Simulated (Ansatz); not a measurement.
**Stability checks on a candidate for Li₂H**

It was reached by relaxing an invented guess, and it needn't be the stable form of this composition.

The calculation used DFT PBE, scalar-relativistic, plane waves, PAW in Ansatz 0.2.0. The final run on the 6-atom cell used 420 eV, a Γ-centred 15×15×4 mesh, 0.10 eV smearing and no spin polarisation.

```
Li H
1.0
     2.80862    0.00000    0.00000
    -1.40431    2.43234    0.00000
     0.00000    0.00000   10.24584
Li H
4 2
Cartesian
  0.0000 1.6216 3.8124
  1.4043 0.8108 8.9353
  0.0000 1.6216 1.3105
  1.4043 0.8108 6.4334
  0.0000 0.0000 2.5615
  0.0000 0.0000 7.6844
```

Formation energies are uncorrected and refer to the elements' standard structures at the same level (H₂ as a molecule).

**Question.** These tests were run: energy against the elements; phonons on a 3×3×1 q mesh. What do they show?

**Answer.**

```
                       test                         result
energy against the elements                  −0.20 eV/atom
  phonons on a 3×3×1 q mesh  no imaginary mode on the mesh
```

It fails none of these tests. Other phases of the system weren't compared here, so this isn't yet thermodynamic stability.

With hydrogen, zero-point motion can shift formation energies by some tens of meV/atom. The run for the phonons used a 15×15×4 k mesh and Fermi–Dirac smearing of 0.15 eV. Another cell of Li2H relaxed alike, in P-3m1, lies 38 meV/atom lower, so this cell isn't the stable form at this level.
